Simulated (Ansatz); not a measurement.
This run works on a generated trial structure, not on a known crystal.

Input and command of a plane-wave DFT calculation in Ansatz:

```yaml
crystal:
  lattice:
    - [1.73170237, 0.99979883, 5.42321873]
    - [-1.73170237, 0.99979883, 5.42321873]
    - [0.0, -1.99959766, 5.42321873]
  atoms:
    - { symbol: Ti, position: [0.35107396, 0.35107396, 0.35107396], spin: 1.0 }
    - { symbol: Ti, position: [0.64892604, 0.64892604, 0.64892604], spin: 1.0 }
    - { symbol: B, position: [0.5, 0.5, 0.5] }
    - { symbol: "N", position: [0.0, 0.0, 0.0] }
basis:
  ecutwfc: 420
kpoints:
  mp_grid: { grid: [5, 5, 5] }
hamiltonian:
  xc: pbe
scf:
  occupations: { method: gaussian, width: 0.15 }
  lower_state_search: "off"
output:
  forces: true
  stress: true
  eigenvalues: true
  populations: true
magnetization:
  spin_polarized: true
relax:
  adjacent_minimum: "off"
  f_tol: 0.08
  max_steps: 16
  cell: { stress_tol: 0.8 }
```

```bash
ansatz run input.yaml --threads 1 --pin off --max-ram 2560MiB --backend cpu --events-out ev --progress --plain --runs-dir out
```

Processor: Intel(R) Xeon(R) Processor @ 2.50GHz (Skylake/Cascade Lake), 1 thread, on a host shared with other jobs.

**Question.** Estimate time, memory and problem size.

**Answer.** About 3.3 min, peak memory 0.37 GiB. It solves 21 bands at 19 k points (after reduction by symmetry) with about 989 plane waves (on the last cell), in 174 SCF iterations over 14 ionic steps.
